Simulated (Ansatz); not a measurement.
## Electric field gradients in Ti5Si

These are results of DFT PBEsol, scalar-relativistic, plane waves, PAW (Ansatz), not measurements. Cutoff 420 eV, 12×12×12 k-points (Γ-centred), Fermi-Dirac smearing of 0.15 eV. No spin polarisation.

Relaxed structure:
```
Ti Si
1.0
     2.49168    1.43857    4.39843
    -2.49168    1.43857    4.39843
     0.00000   -2.87714    4.39843
Ti Si
5 1
Direct
  0.14954 0.14954 0.14954
  0.60239 0.39761 0.00000
  0.00000 0.60239 0.39761
  0.85046 0.85046 0.85046
  0.39761 0.00000 0.60239
  0.50000 0.50000 0.50000
```

In a metal these results depend on the k mesh and the smearing.

Give V_zz (10²¹ V/m²) and the asymmetry η at each distinct site.

Answers

| atom | V_zz | η |
| --- | --- | --- |
| Ti (atom 1) | 1.10 | 0.00 |
| Ti (atom 2) | 3.23 | 0.88 |
| Si (atom 6) | -3.11 | 0.00 |

Whether Ti5Si exists in this form wasn't checked.

Cost: 1 run of about 1.1 core-minutes, on Arm Neoverse V2 (shared hosts).